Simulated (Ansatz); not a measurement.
Ge$_{2}$Pd:
```xyz
6
Lattice="0.0000 4.1720 5.1234 2.4159 0.0000 5.1234 2.4159 4.1720 0.0000" Properties=species:S:1:pos:R:3 pbc="T T T"
Ge     2.4159     5.5740     5.1234
Ge     2.4159     2.7700     5.1234
Ge     3.6239     4.8559     7.6851
Ge     3.6239     7.6600     7.6851
Pd     0.0000     0.0000     0.0000
Pd     1.2080     2.0860     2.5617
```

Relaxed with PBE. Special points in fractions of this cell's reciprocal vectors: Γ (0.000, 0.000, 0.000); Y (0.500, 0.000, 0.500); T (1.000, 0.500, 0.500); Z (0.500, 0.500, 0.000); Σ0 (0.000, 0.389, 0.389); U0 (1.000, 0.611, 0.611); C0 (0.500, 0.222, 0.722); A0 (0.500, 0.778, 0.278); L (0.500, 0.500, 0.500).

List the band energies nearest the Fermi level at these points for DFT-PBE in the program Ansatz with PAW potentials.

In eV from the Fermi level; about four levels below and three above (degenerate sets whole), none deeper than 8.9 eV; points with the same levels are listed once.

| k | below | above |
|---|---|---|
| Γ | -2.74 -1.85 -1.66 -1.09 | 0.12 0.14 0.20 |
| Y | -0.90 -0.90 -0.29 -0.29 | 3.80 3.80 4.46 4.46 |
| T | -1.89 -1.89 -0.45 -0.45 | 1.90 1.90 3.53 3.53 |
| Z | -0.06 -0.06 -0.01 -0.01 | 0.66 0.66 1.33 1.33 |
| Σ0 | -2.70 -1.99 -1.72 -0.36 | 0.69 1.91 2.02 |
| C0 | -1.78 -1.78 -0.63 -0.63 | 1.36 1.36 1.83 1.83 |
| L | -1.87 -1.67 -1.57 -0.49 | 0.36 1.10 2.73 |

Space group Fddd. A made-up cell: these elements were put on the sites of a structure type; neither database checked (COD, Materials Project) lists it. Its standing as an ambient phase is unchecked. The PBE relaxation kept the symmetry of its start; its stability against distortions is not shown here. The run is not spin-polarised. Scalar-relativistic: spin–orbit coupling is off unless named, which matters more the heavier the elements.

Potentials: the later of the program's two PAW sets.
